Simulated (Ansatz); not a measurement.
## Si3N4: Quadrupolar parameters

The cell is an entry of the Crystallography Open Database (COD; perhaps a calculated or model structure), atoms as given.

```xyz
14
Lattice="7.6015 0.0000 0.0000 -3.8007 6.5831 0.0000 0.0000 0.0000 2.9061" Properties=species:S:1:pos:R:3 pbc="T T T"
Si    5.1781    1.1493    0.7265
Si    1.5937    5.0590    2.1796
Si    4.0171    3.9097    0.7265
Si   -1.3773    5.4338    2.1796
Si    2.2070    1.5241    0.7265
Si   -0.2164    2.6734    2.1796
N    -1.0235    2.1744    0.7265
N     5.2067    0.2009    2.1796
N     2.4294    4.6095    0.7265
N     4.8242    4.4087    2.1796
N    -1.4059    6.3822    0.7265
N     1.3713    1.9735    2.1796
N     3.8008    2.1944    0.7265
N     0.0000    4.3887    2.1796
```

Atom numbers follow the list; atoms alike are taken as one site, whose name carries the number of the first.

Method: Kohn–Sham DFT in Ansatz, PBE, plane waves and PAW, scalar-relativistic, 420 eV cutoff, Γ-centred 4×4×10 k-points, Fermi–Dirac smearing 0.02 eV.

Conventions: |V_zz| ≥ |V_yy| ≥ |V_xx|, η = (V_xx − V_yy)/V_zz, C_Q = eQV_zz/h. Directions are in the Cartesian axes of the cell vectors above, for the atom listed; none is given where the gradient is under 0.02 or η is above 0.95.

**Question.** What field gradients does the calculation give at each kind of site?

**Answer.** 

```tsv
site	first atom	first shell	V_zz (10²¹ V/m²)	η	direction of V_zz (x, y, z)
Si	1	4 N at 1.73–1.74 Å	0.97	0.43	0.55 0.83 0.00
N7	7	3 Si at 1.74 Å	-4.93	0.07	-0.53 0.85 0.00
N13	13	3 Si at 1.73 Å	-4.89	0.00	0.00 0.00 1.00
```

An axis of threefold or higher order runs through N13, so V_zz lies along it and η is zero. At N7 V_zz stands upright on the plane through its three neighbours (within 3°).

At this cell the PBE pressure is 6 GPa, so with PBE the cell would grow if it were relaxed.

The run took 14 s of wall time (14 s of CPU time) and 0.45 GiB at its peak, on 1 thread of Arm Neoverse V2 (aarch64; 8 cores open to the job, memory cap 2.5 GiB, no GPU), a shared host with a load of 0.8 a core.
